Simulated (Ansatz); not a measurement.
## Sr: how the free axis answers a strain

Sr, P6_3/mmc, a = 4.195 Å, c = 6.879 Å. This isn't the element's structure at ambient conditions. Ansatz: PBEsol, PAW, 420 eV, Γ-centred 12×12×8 mesh on 2 atoms, Gaussian smearing 0.10 eV; no spin polarisation. Series: biaxial strain in the a-b plane, c and atoms relaxed; x is the strain in per cent. y is the change of c in per cent of 6.879 Å.

| x (%) | y (%) |
| --- | --- |
| -3.0 | 0.81 |
| -2.0 | ? |
| -1.0 | 0.21 |
| 0.0 | 0.00 |
| 1.0 | -0.42 |
| 2.0 | -0.78 |
| 3.0 | -1.17 |

Question: Fit y = c1 x + c2 x² to the other rows, say what c1 measures, and predict the missing y.

Answer: Least squares on the rows shown. y = −0.3315 x − 0.02177 x². With no stress along c, c1 = −2C13/C33 = -0.332. At x = -2.0 the fit asked for gives 0.58 %. The run gave 0.52 %, so the fit is 0.06 % too high, within twice the rms miss on the fitted rows (0.06 %).